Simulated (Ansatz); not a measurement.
Fcc Pd (111), 4 layers, DFT, PBE, norm-conserving pseudopotentials, Ansatz's default files, scalar-relativistic (Ansatz 0.2.0), on 1 thread of Arm Neoverse V2 (shared host).

Command: `ansatz run input.yaml --threads 1 --pin off --max-ram 3584MiB --backend cpu --events-out ev --progress --plain --runs-dir out`

```yaml
crystal:
  lattice:
    - [2.7896894626, 0.0, 0.0]
    - [-1.3948447313, 2.4159419433, 0.0]
    - [0.0, 0.0, 22.8333]
  atoms:
    - { symbol: Pd, position: [0.0, 0.0, 0.3506261975] }
    - { symbol: Pd, position: [0.3333333333, 0.6666666667, 0.4505346449] }
    - { symbol: Pd, position: [0.6666666667, 0.3333333333, 0.5494653539] }
    - { symbol: Pd, position: [0.0, 0.0, 0.6493738031] }
kpoints:
  mp_grid: { grid: [17, 17, 1] }
scf:
  occupations: { method: fermi_dirac, width: 0.08 }
hamiltonian:
  xc: pbe
  pseudopotentials: { kind: nc }
output:
  forces: true
  stress: true
  eigenvalues: true
efield:
  axis: 3
  amplitude: 0
  dipole_correction: true
```

(1) How large is the problem that the program sets up?

(2) About how long does it take, and how much memory?

Results:

(1) 33 irreducible k-points, 13079 plane waves at Γ, 44 bands.

(2) 67 s of wall time for 8 SCF iterations, with a peak of 0.82 GiB. Times on shared machines scatter by tens of per cent.
